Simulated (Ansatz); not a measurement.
Cs (bcc, W type), energy over volume and axial ratio

Cs (bcc, W type)

Space group Im-3m (No. 229); a = b = c = 6.1570 Å, α = β = γ = 90.00°

```tsv
atom	site	symmetry	x	y	z
Cs	2a	m-3m	0.0000	0.0000	0.0000
```
(The calculation used a cell of 1 atom; values per cell refer to that cell.)

The relaxed cell is deformed in two ways at once: its volume V is scaled, and at that volume it is stretched along z (the c axis of the conventional cell) so that c/a changes. Fractional atomic positions are held.

All values below come from PBE (plane waves to 420 eV, PAW, scalar-relativistic; Ansatz, a program for electronic structure). k mesh 11×11×11 (Γ-centred), Fermi-Dirac smearing 0.05 eV. The energy includes the smearing's −TS. Stress and pressure are positive under compression. With partly filled bands, the response to shear is sensitive to the k mesh, so small differences along c/a are uncertain. Cs was relaxed with its symmetry unable to fall. The zero of ΔE is the relaxed starting cell.

ΔE (meV/atom), with V/V₀ across and (c/a)/(c/a)₀ down:

| (c/a)/(c/a)₀ \ V/V₀ | 0.920 | 0.960 | 1.000 | 1.040 | 1.080 |
|---|---|---|---|---|---|
| 0.880 | 8 | 4 | 3 | 4 | 6 |
| 0.940 | 6 | 2 | 1 | 2 | 5 |
| 1.000 | 5 | 1 | 0 | 1 | 4 |
| 1.060 | 5 | 2 | 0 | 1 | 4 |
| 1.120 | 6 | 2 | 1 | 2 | 5 |

σzz (GPa), with V/V₀ across and (c/a)/(c/a)₀ down:

```tsv
(c/a)/(c/a)₀ \ V/V₀	0.920	0.960	1.000	1.040	1.080
0.880	0.3	0.2	0.1	0.0	-0.1
0.940	0.2	0.1	0.0	0.0	-0.1
1.000	0.2	0.1	0.0	-0.1	-0.1
1.060	0.2	0.1	0.0	-0.1	-0.1
1.120	0.2	0.1	0.0	-0.1	-0.1
```

What the scan shows:

```
Property                                                             Value
-------------------------  -----------------------------------------------
Lowest place on the grid   V/V₀ = 1.000, (c/a)/(c/a)₀ = 1.000 (0 meV/atom)
Highest place on the grid  V/V₀ = 0.920, (c/a)/(c/a)₀ = 0.880 (8 meV/atom)
```

The 25 points together took roughly 100 core-seconds.

(A scan under strain: stresses follow from slopes of the energy per volume, elastic moduli from its curvatures.)
